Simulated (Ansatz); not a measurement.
Task: S (α-S8, Fddd) is relaxed with PBE+D3(BJ) (plane waves, PAW; program Ansatz). What lattice parameters of the conventional cell result?

Result: a = 10.329 Å, b = 12.689 Å, c = 24.391 Å.

Task: Give the free coordinates with the occupied sites.

Result: In one choice of origin and axes:

```json
[
 {"atom": "S", "site": "32h", "symmetry": "1", "x": "0.0182", "y": "0.4202", "z": "0.0743"},
 {"atom": "S", "site": "32h", "symmetry": "1", "x": "0.3310", "y": "0.1109", "z": "0.1277"},
 {"atom": "S", "site": "32h", "symmetry": "1", "x": "0.0912", "y": "0.1602", "z": "0.2987"},
 {"atom": "S", "site": "32h", "symmetry": "1", "x": "0.0901", "y": "0.0354", "z": "0.2444"}
]
```

Task: Is it a metal or does it have a gap at this level?

Result: A gap of 1.92 eV, indirect.

The PBE+D3(BJ) relaxation kept the symmetry of its start.

Potentials: the earlier of the program's two PAW sets.
